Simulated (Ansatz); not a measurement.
**Orderings of SnGe3Se4 on the rock salt lattice**

Level of theory: DFT PBE, scalar-relativistic, plane waves, PAW (Ansatz). All cells share a 420 eV cutoff and Γ-centred k meshes spaced at most about 0.3 Å⁻¹ (about 0.25 or finer for metals, 2π included). No spin polarisation.

Temperature and zero-point effects are left out. Each row is a relaxed arrangement of Sn and Ge on shared sites of the rock salt type. The column n gives the unlike atoms among the 12 nearest shared sites, averaged over those sites; energies count from the lowest row.

| row | space group | source | atoms | n (of 12) | V (Å³/atom) | gap on mesh (eV) | ΔE (meV/atom) |
| --- | --- | --- | --- | --- | --- | --- | --- |
| 1 | R-3m (No. 166) | invented | 8 | 3.00 | 23.93 | 0.06 | 0.0 |
| 2 | Pmmm (No. 47) | invented | 8 | 5.00 | 24.03 | 0 | ? |
| 3 | I4/mmm (No. 139) | invented | 8 | 6.00 | 24.06 | 0 | 14.8 |

The cell of row 2:

```xyz
8
Lattice="4.0728 0.0000 0.0000 0.0000 5.7775 0.0000 0.0000 0.0000 8.1713" Properties=species:S:1:pos:R:3 pbc="T T T"
Sn    2.0364    2.8888    4.0856
Ge    0.0000    0.0000    6.1628
Ge    2.0364    2.8888    0.0000
Ge    0.0000    0.0000    2.0085
Se    0.0000    2.8888    6.2379
Se    2.0364    0.0000    0.0000
Se    0.0000    2.8888    1.9333
Se    2.0364    0.0000    4.0856
```

Q: Take rows 1 and 3 to fix a model with nearest pairs alone, and estimate the missing value.

A: The slope is (14.8 − 0.0)/(6.00 − 3.00) = 4.93 meV/atom for each unlike neighbour. At n = 5.00 that gives 0.0 + (4.93) × (5.00 − 3.00) = 9.9 meV/atom. The computed value is 9.9 meV/atom, so the model is off by 0.0. For this one row the model comes near; strain from unlike sizes and farther pairs are left out.

The zero gap of Pmmm, I4/mmm may come from the functional, which often closes small gaps, or the cell may be a true semimetal. Only small cells were tried; in real samples the shared sites are often disordered. Some types were kept out of the candidates beforehand, so the set may lack a known form.
